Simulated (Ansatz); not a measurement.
Q: Name crystals whose computed values (plane-wave PAW LDA (Ansatz code)) fall in these windows: Θ_D (K) 240 to 290; electron conductivity mass (mₑ) 0.47 to 0.60.

A: 

```csv
crystal,Θ_D (K),electron conductivity mass (mₑ)
"LiCl, wurtzite",262,0.51
"HfS2, CdI2 type",257,0.48
"MoSe2, P6_3/mmc (Mo on 2c, Se on 4f)",288,0.50
```
Others may fit too.

Not the usual ambient phase: LiCl, wurtzite. Weakly bound layers, chains or molecules computed without a dispersion correction, so cells and soft constants are ill determined: HfS2, CdI2 type; MoSe2, P6_3/mmc (Mo on 2c, Se on 4f). All cells were relaxed under the symmetry of their starts (and spin orders); stability against distortions was not tested throughout. Rows with no word on spin ran without spin polarisation. Scalar-relativistic: spin–orbit coupling is off unless named, which matters more the heavier the elements.

Potentials: the later of the program's two PAW sets.
